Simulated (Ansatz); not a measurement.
Consider the following.

Relaxed Al (fcc, Cu type):

```yaml
crystal:
  lattice:
    - [0.00000, 3.99201, 3.99201]
    - [1.99601, 0.00000, 1.99601]
    - [1.99601, 1.99601, 0.00000]
  atoms:
    - { symbol: Al, position: [0.00000, 0.00000, 0.00000] }
    - { symbol: Al, position: [0.50000, 0.00000, 0.00000] }
```

The atoms are displaced by Q × the pattern below (from a DFPT mode at L = (0.5, 0.0, 0.0), largest move 1; Q in Å), at fixed cell. (q is in reciprocal vectors of the primitive cell; the cell shown is doubled to hold the pattern.)

```json
[
 {"atom": "Al1", "x": "-0.577", "y": "0.577", "z": "0.577"},
 {"atom": "Al2", "x": "0.577", "y": "-0.577", "z": "-0.577"}
]
```

Level of theory: r2SCAN (plane waves to 500 eV, PAW, scalar-relativistic; Ansatz, an electronic-structure program). k mesh 10×20×20 (Γ-centred), Fermi-Dirac smearing 0.05 eV. The energy includes the smearing's −TS. With partly filled bands, energies and forces of such displacements shift with the k mesh and the smearing. Al was relaxed with its symmetry unable to fall. The zero of ΔE is the undisplaced structure.

The scan covers Q from -0.180 to 0.180 Å in 13 points.

Q: Which space group does the distorted structure have?

A: R-3m (No. 166), lowered from Fm-3m.

Q: What is the energy change at Q = 0.180 Å?

A: 412 meV/cell.

Q: What harmonic wavenumber does the curvature at Q = 0 give?

A: 348 cm⁻¹.

(For displaced atoms, the force is minus the slope of the energy, and its curvature is a force constant, which sets phonon frequencies.)
